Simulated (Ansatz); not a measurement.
Data:

ZrN:
```xyz
2
Lattice="0.0000 2.2763 2.2763 2.2763 0.0000 2.2763 2.2763 2.2763 0.0000" Properties=species:S:1:pos:R:3 pbc="T T T"
Zr     2.2763     2.2763     2.2763
N      0.0000     0.0000     0.0000
```

This is the PBEsol-relaxed structure.

Problem. All from plane-wave PAW PBEsol (Ansatz code), unless another level is named. Estimate the electronic character.

Solution. metallic (no gap).

Problem. What about the density of states at the Fermi level?

Solution. 0.33 states/eV per atom (mean over ±0.08 eV).

Problem. What about the gap with spin–orbit coupling?

Solution. none (metallic).

Space group Fm-3m (rock salt). The cell was relaxed with PBEsol under the symmetry of its start. No spin polarisation was allowed. With an odd number of electrons in the cell and no spin polarisation, the count alone makes it a metal. Spin–orbit coupling is left out wherever it is not named.

Potentials: the earlier of the program's two PAW sets. The files were generated under PBE; for other functionals the program regenerates the frozen cores, and for LDA and PBEsol the local potential too.
